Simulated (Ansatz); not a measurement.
Ni₃Sn (Cu3Au type, Pm-3m) at seven volumes, plane-wave PAW PBEsol (Ansatz code), scaled uniformly. One row is withheld.

```
V (Å³/atom)  P (GPa)
-----------  -------
11.312         22.54
11.685         13.68
12.058             ?
12.431          0.00
12.803         -5.23
13.176         -9.61
13.549        -13.27
```

Q: Fit the shown pressures and predict the withheld one.

A: Third-order Birch–Murnaghan: P = (3/2)B₀(x^(7/2) − x^(5/2))[1 + (3/4)(B′ − 4)(x − 1)] with x = (V₀/V)^(2/3). Least squares on the six rows gives V₀ = 12.431 Å³/atom, B₀ = 190.0 GPa, B′ = 4.86. At V = 12.058, x = 1.0205 and P = 6.23 GPa. The run itself gave 6.24 GPa.

The workflow started from an entry of the Crystallography Open Database (COD), which files this formula under 3 space groups. Whether it is the stable phase at ambient conditions was not checked. The cell was relaxed with PBEsol under the symmetry of its start; whether a distortion lowers the energy is not shown. The workflow began spin-polarised and lost its moments. Scalar-relativistic: spin–orbit coupling is off unless named, which matters more the heavier the elements.

Potentials: the later of the program's two PAW sets.
